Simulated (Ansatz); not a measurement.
**Computed energy over volume and axial ratio: FeCo (CsCl type)**

FeCo (CsCl type)

```xyz
2
Lattice="2.8451 0.0000 0.0000 0.0000 2.8451 0.0000 0.0000 0.0000 2.8451" Properties=species:S:1:pos:R:3 pbc="T T T"
Fe     0.0000     0.0000     0.0000
Co     1.4225     1.4225     1.4225
```

The relaxed cell is deformed in two ways at once: its volume V is scaled, and at that volume it is stretched along z (the c axis of the conventional cell) so that c/a changes. Fractional atomic positions are held.

All values below come from PBE (plane waves to 420 eV, PAW, scalar-relativistic; Ansatz, a first-principles code). k mesh 16×16×16 (Γ-centred), Fermi-Dirac smearing 0.05 eV. The energy includes the smearing's −TS. Compression counts positive. With partly filled bands, the response to shear is sensitive to the k mesh, so small differences along c/a are uncertain. FeCo was relaxed with its symmetry unable to fall. Relaxed FeCo ends ferromagnetic. Other magnetic orders were not checked, so this need not be the ground state. ΔE is measured from the relaxed starting cell.

ΔE (meV/atom), with V/V₀ across and (c/a)/(c/a)₀ down:

| (c/a)/(c/a)₀ \ V/V₀ | 0.920 | 0.947 | 0.973 | 1.000 | 1.027 | 1.053 | 1.080 |
|---|---|---|---|---|---|---|---|
| 0.880 | 102 | 72 | 55 | 49 | 53 | 66 | 85 |
| 0.920 | 72 | 43 | 26 | 21 | 25 | 38 | 58 |
| 0.960 | 56 | 27 | 10 | 5 | 9 | 22 | 43 |
| 1.000 | 51 | 21 | 5 | 0 | 5 | 18 | 38 |
| 1.040 | 55 | 26 | 9 | 4 | 8 | 21 | 42 |
| 1.080 | 66 | 36 | 19 | 14 | 19 | 32 | 52 |
| 1.120 | 80 | 50 | 34 | 29 | 34 | 47 | 67 |

σzz (GPa), with V/V₀ across and (c/a)/(c/a)₀ down:

```
(c/a)/(c/a)₀ \ V/V₀  0.920  0.947  0.973  1.000  1.027  1.053  1.080
-------------------  -----  -----  -----  -----  -----  -----  -----
0.880                 32.4   24.3   17.2   11.1    5.8    1.3   -2.6
0.920                 27.2   19.3   12.7    7.1    2.3   -1.9   -5.6
0.960                 23.0   15.5    9.2    3.6   -1.4   -5.7   -9.5
1.000                 19.3   11.8    5.5    0.0   -4.8   -8.9  -12.4
1.040                 16.3    9.0    2.8   -2.6   -7.2  -11.3  -14.7
1.080                 14.2    6.8    0.6   -4.8   -9.4  -13.3  -16.7
1.120                 12.6    5.2   -1.1   -6.5  -11.0  -14.9  -18.2
```

Read from the data:

- Lowest place on the grid = V/V₀ = 1.000, (c/a)/(c/a)₀ = 1.000 (0 meV/atom)
- Highest place on the grid = V/V₀ = 0.920, (c/a)/(c/a)₀ = 0.880 (102 meV/atom)

The 49 points together took very roughly 27 core-minutes.

(A scan under strain: stresses follow from slopes of the energy per volume, elastic moduli from its curvatures.)
